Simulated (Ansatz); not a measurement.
TaAl:
```cif
data_Al4Ta4
_chemical_formula_sum 'Ta4 Al4'
_space_group_name_H-M_alt 'Fm-3m'
_space_group_IT_number 225
_space_group_name_Hall '-F 4 2 3'
_cell_length_a 5.25473
_cell_length_b 5.25473
_cell_length_c 5.25473
_cell_angle_alpha 90.000
_cell_angle_beta 90.000
_cell_angle_gamma 90.000
loop_
_atom_site_label
_atom_site_type_symbol
_atom_site_symmetry_multiplicity
_atom_site_Wyckoff_symbol
_atom_site_fract_x
_atom_site_fract_y
_atom_site_fract_z
_atom_site_occupancy
Ta1 Ta 4 a 0.00000 0.00000 0.00000 1
Al1 Al 4 b 0.50000 0.50000 0.50000 1
```
(The calculation used a cell of 2 atoms; values per cell refer to that cell.)

This is the r²SCAN-relaxed structure.

Problem. All from r²SCAN (plane waves, PAW; program Ansatz), unless another level is named. Predict the density of states at the Fermi level.

Solution. 0.33 states/eV per atom (mean over ±0.08 eV).

Problem. Give the formation energy from the elements (no fitted shifts).

Solution. 0.49 eV/atom.

The start of the workflow was typed in or built on a structure type; neither database checked (COD, Materials Project) lists it. Whether it is the stable phase at ambient conditions was not checked. Symmetry was held in the r²SCAN relaxation. At this level the phase is mechanically unstable. The run is not spin-polarised. Its formation energy is positive at this level, so the cell may be metastable or incomplete. The references are the lowest solids computed at this level, not always the standard phases. Spin–orbit coupling is left out wherever it is not named.

Potentials: the later of the program's two PAW sets.
